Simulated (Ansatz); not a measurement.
BaSrInSbO$_{6}$ (F-43m), zone-centre modes

These are results of DFT PBE, scalar-relativistic, plane waves, PAW in Ansatz 0.2.0, not measurements. The runs took a 420 eV cutoff, a Γ-centred 6×6×6 mesh and Gaussian smearing (0.05 eV). No spin polarisation.

Zero of the scan (relaxed at this level; it needn't be the usual structure):

```
Ba Sr In Sb O
1.0
     0.00000    4.15649    4.15649
     4.15649    0.00000    4.15649
     4.15649    4.15649    0.00000
Ba Sr In Sb O
1 1 1 1 6
Direct
  0.25000 0.25000 0.25000
  0.75000 0.75000 0.75000
  0.00000 0.00000 0.00000
  0.50000 0.50000 0.50000
  0.74081 0.25919 0.25919
  0.25919 0.74081 0.74081
  0.74081 0.74081 0.25919
  0.25919 0.25919 0.74081
  0.25919 0.74081 0.25919
  0.74081 0.25919 0.74081
```

Harmonic modes by finite displacements of 0.02 Å, without the LO–TO term.

Task: At this geometry, is the structure stable against these modes?

Result: No: 3 modes are unstable, the strongest at 146i cm⁻¹.

Task: List the wavenumbers in cm⁻¹.

Result: 146i, 146i, 146i, 0, 0, 0, 43, 43, 43, 113, 113, 113, 186, 186, 186, 193, 193, 193, 287, 287, 287, 326, 326, 326, 487, 487, 614, 614, 614, 733.

Cost: 1 run of about 4.8 core-minutes, on Intel Xeon Platinum 8259CL (Skylake/Cascade Lake) (shared hosts).